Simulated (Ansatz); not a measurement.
# TlAgI2, a database entry at a rescaled volume

```xyz
8
Lattice="-4.2189 4.2189 3.8749 4.2189 -4.2189 3.8749 4.2189 4.2189 -3.8749" Properties=species:S:1:pos:R:3 pbc="T T T"
I     1.5357    5.7545    0.0000
I     2.6832    1.5357    0.0000
I     2.6832   -1.5357    3.8749
I     1.5357    2.6832    3.8749
Tl    0.0000    0.0000    1.9374
Tl    0.0000    0.0000    5.8123
Ag    4.2189    0.0000    1.9374
Ag    0.0000    4.2189    1.9374
```

The numbers come from plane-wave PAW DFT (Ansatz): r2SCAN, no spin polarisation, 500 eV, 5×5×5 Γ-centred k points, fermi-dirac occupations (width 0.0504 eV). Nothing was relaxed.

**Question.** Is it stable against the elements?

**Answer.** -0.53 eV an atom against the elements' usual phases (free molecules for gases, crystals otherwise, with no correction for O₂ or N₂), so it is bound against them; other compounds may still compete. Relaxing would lower it.

**Question.** Metal or insulator? Give the gap.

**Answer.** The gap is 1.90 eV, direct at the points sampled.

**Question.** What does the stress say?

**Answer.** The pressure is -0.3 GPa (compression positive), so with the atoms held at these fractions the cell is close to zero pressure.

**Question.** Give the Bader charges.

**Answer.** Bader charges in e: Tl +0.63, Ag +0.36, I -0.49. In the mean Tl gives up most and I takes most.

Origin: a database entry at a rescaled volume. Caveats: no spin-orbit coupling, which can shift this gap by tenths of an eV; the mesh misses a band edge that the path finds.
